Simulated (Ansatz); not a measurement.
What settings do to one calculation: N started on a C site next to a C vacancy in diamond, 15 atoms, charge 0

Ansatz (PAW, plane waves), atoms fixed. The base input:

```yaml
crystal:
  lattice:
    - [7.107606, 0.000000, 0.000000]
    - [0.000000, 3.553803, 0.000000]
    - [0.000000, 0.000000, 3.553803]
  atoms:
    - { symbol: C, position: [0.992709, 0.005690, 0.983781] }
    - { symbol: C, position: [0.485958, 0.919579, 0.043108], spin: 0.429 }
    - { symbol: C, position: [0.119290, 0.245410, 0.238331] }
    - { symbol: C, position: [0.249036, 0.472616, 0.022239] }
    - { symbol: C, position: [0.759845, 0.446565, 0.982593], spin: 0.429 }
    - { symbol: C, position: [0.366234, 0.775514, 0.296456], spin: 0.429 }
    - { symbol: C, position: [0.904234, 0.750124, 0.225819] }
    - { symbol: C, position: [0.255932, 0.009729, 0.502806] }
    - { symbol: C, position: [0.756962, 0.959502, 0.502764], spin: 0.429 }
    - { symbol: C, position: [0.367021, 0.222097, 0.767355], spin: 0.429 }
    - { symbol: C, position: [0.867758, 0.217525, 0.718800] }
    - { symbol: C, position: [0.012646, 0.534800, 0.505185] }
    - { symbol: C, position: [0.129245, 0.691576, 0.764531] }
    - { symbol: C, position: [0.613840, 0.774839, 0.784969], spin: 0.429 }
    - { symbol: N, position: [0.494078, 0.474201, 0.497738], spin: 0.429 }
kpoints:
  mp_grid: { grid: [2, 2, 2], shift: [0.5, 0.5, 0.5] }
hamiltonian:
  xc: pbesol
magnetization:
  spin_polarized: true
scf:
  occupations: { method: fermi_dirac, width: 0.01 }
output:
  forces: true
  eigenvalues: true
  stress: true
  populations: true
```

Command:

```sh
ansatz run in.yaml --threads 7 --pin off --max-ram 13300MiB --runs-dir r --events-out ev --progress --plain
```

It converged in 20 iterations and 1.6 s of wall time on 7 threads of a Neoverse-V2 processor, on a host shared with other runs; peak host memory 0.57 GiB; largest force component 9.09 eV/Å, pressure 11.69 GPa. The cutoff was the default, 420 eV. The base isn't a converged reference: it has few k points, and its atoms are unrelaxed, some of them close together. Each run below changes the keys shown and caps the iterations.

```tsv
run	changed	ending	iterations	free energy less the base (meV per atom)	rms change of forces (eV/Å)	change of pressure (GPa)	wall time (s, shared host)
2	xc revpbe, max_iter 50	converged	20	other zero	0.092	10.97	1.4 CPU
3	xc_grid 3 (2 is the default), max_iter 50	converged	20	0.0	0.000	0.00	1.5 CPU
4	initial_magnetization 2, xc pbe0, occupations methfessel_paxton, max_iter 70	converged	56	other zero	0.673	-2.04	18 CPU
5	mixing algorithm linear, max_iter 60	refused	–	–	–	–	–
6	width 0.5 eV, max_iter 60	converged	17	-53.0	0.232	0.68	1.3 CPU
7	occupations methfessel_paxton, dr2_threshold 0.01, max_iter 70	converged	13	0.0	0.007	-0.01	1.7 CPU
8	initial_magnetization 4, max_iter 90	converged	18	0.0	0.000	0.00	1.3 CPU
```

«Other zero»: another functional, charge or dispersion term moves the zero of energy, so the difference says nothing of accuracy.

Runs with exact exchange count the iterations of all their loops.

Runs lost to time or memory, or doubtful for a known weakness of the program, are left out.

Problem. Which changes leave the result alone, and which of the same physical model moves the forces most?

Solution. The forces move by under 0.002 eV/Å in runs 3, 8. Run 6 (width 0.5 eV, max_iter 60) moves them most among the runs with the same functional, charge and dispersion term, by 0.232 eV/Å.

Problem. Why did some runs give no result?

Solution. - run 5: YAML parse error: error: line 31 column 24: unknown variant `linear`, expected one of auto, anderson, broyden, msr1
